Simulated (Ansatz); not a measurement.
## Ansatz 0.2.0, relaxation: TaF3

Run with:

```bash
ansatz run input.yaml --threads 1 --pin off --max-ram 2560MiB --backend cpu --events-out ev --progress --plain --runs-dir out
```

input.yaml:

```yaml
crystal:
  lattice:
    - [3.872319, 0.0, 0.0]
    - [0.0, 3.872319, 0.0]
    - [0.0, 0.0, 3.872319]
  atoms:
    - { symbol: Ta, position: [0.0, 0.0, 0.0] }
    - { symbol: F, position: [0.5, 0.0, 0.0] }
    - { symbol: F, position: [0.0, 0.5, 0.0] }
    - { symbol: F, position: [0.0, 0.0, 0.5] }
  symmetry: { tolerance: 0.0003 }
kpoints:
  mp_grid: { grid: [5, 5, 5], shift: [0, 0, 0] }
magnetization:
  spin_polarized: false
scf:
  occupations: { method: fermi_dirac }
  max_iter: 60
hamiltonian:
  pseudopotentials: { kind: paw }
  xc: r2scan
basis:
  ecutwfc: 500
output:
  forces: true
  stress: true
  eigenvalues: true
relax:
  max_steps: 40
  cell: {}
  max_displacement: 5.0
```

Origin of the cell: a database entry, scaled a little.

The smearing width isn't typed, so it takes its default of 0.1 eV.

Output (shortened):

```
SCF iter   1: F=—  HF=-12374.370652 eV  Δρ=7.04e-3  dr2=2.04e-2  dr2_τ=1.94e-1
SCF iter   2: F=—  HF=-12374.487941 eV  Δρ=2.08e-3  dr2=1.99e-3  dr2_τ=3.30e-4
SCF iter   3: F=—  HF=-12374.487967 eV  Δρ=1.03e-3  dr2=4.76e-4  dr2_τ=3.28e-5
SCF iter   4: F=—  HF=-12374.487871 eV  Δρ=4.53e-4  dr2=4.83e-5  dr2_τ=1.46e-5
SCF iter   5: F=—  HF=-12374.487872 eV  Δρ=1.97e-4  dr2=1.27e-5  dr2_τ=1.37e-6
SCF iter   6: F=—  HF=-12374.487868 eV  Δρ=5.45e-5  dr2=7.49e-7  dr2_τ=1.15e-7
SCF iter   7: F=-12374.487868 eV  HF=-12374.487868 eV  Δρ=9.42e-6  dr2=1.77e-8  dr2_τ=3.26e-9
relax step   1: F+E_penalty+E_count = -12374.487868 eV  Δ(F+E_penalty+E_count) = +0.000e0 eV  max|allowed force component| = 0.0 eV/Å  Δτ_max = 0.0000 Å  P = +27.123 GPa  Ω = 58.065 Å³  (7 SC […]
relax step   2: F+E_penalty+E_count = -12375.217813 eV  Δ(F+E_penalty+E_count) = -7.299e-1 eV  max|allowed force component| = 0.0 eV/Å  Δτ_max = 0.0000 Å  P = +4.123 GPa  Ω = 66.258 Å³  energ […]
relax step   3: F+E_penalty+E_count = -12375.243295 eV  Δ(F+E_penalty+E_count) = -2.548e-2 eV  max|allowed force component| = 0.0 eV/Å  Δτ_max = 0.0000 Å  P = +0.919 GPa  Ω = 67.975 Å³  energ […]
relax step   4: F+E_penalty+E_count = -12375.244488 eV  Δ(F+E_penalty+E_count) = -1.193e-3 eV  max|allowed force component| = 0.0 eV/Å  Δτ_max = 0.0000 Å  P = +0.029 GPa  Ω = 68.497 Å³  energ […]
relax step   5: F+E_penalty+E_count = -12375.248966 eV  Δ(F+E_penalty+E_count) = -4.478e-3 eV  max|allowed force component| = 0.0 eV/Å  Δτ_max = 0.0000 Å  P = -0.023 GPa  Ω = 68.497 Å³  stress off target by 2.33e-2 GPa […]
SCF 5 converged in 7 iterations: F = -12375.248966 eV  dr2 = 2.94e-12
basis re-selected at this cell: Δ(F+E_penalty+E_count) = -4.478e-3 eV, ΔP = -0.052 GPa vs the last step (what re-selecting the basis moved, of the pressure what is left beyond the Pulay corre […]
SCF converged after 7 iterations
Free energy (F): -12375.248966 eV
Harris-Foulkes:  -12375.248966 eV  (|F-HF|=1.82e-11)
Internal energy: -12375.147200 eV  (E = F + TS)
E sigma→0 (E₀):  -12375.198083 eV
Entropy (-TS):   -0.101765 eV (-25.441 meV/atom)
[… 20 lines left out …]
  atom   2  F      0.000000    -0.000000    -0.000000
  atom   3  F      0.000000     0.000000     0.000000
  atom   4  F      0.000000    -0.000000    -0.000000
  max |Σ_I F_I| component: 0.0 eV/Å
--- Stress (GPa, compression-positive) ---
       -0.023322      -0.000000      -0.000000
       -0.000000      -0.023322      -0.000000
       -0.000000      -0.000000      -0.023322
  P = ⅓ Tr σ = -0.0233 GPa (-0.233 kbar)
--- Relaxed structure (4 steps of the walk, 4 accepted, 1 SCFs on fresh bases) ---
  F+E_penalty+E_count = -12375.248966 eV   max|allowed force component| = 0.0 eV/Å   (the final SCF, on the basis selected at the relaxed cell)
```

What went wrong?

It holds relaxation steps far too long: `relax.max_displacement` typed as 5.0. The calculation finished and met its thresholds. It reached the result of a sound input all the same, in 32 SCF iterations against 32.

The run took 13 s on 1 thread of Arm Neoverse V2, with other jobs on the host, peak memory 0.41 GiB, from the program's own first density.
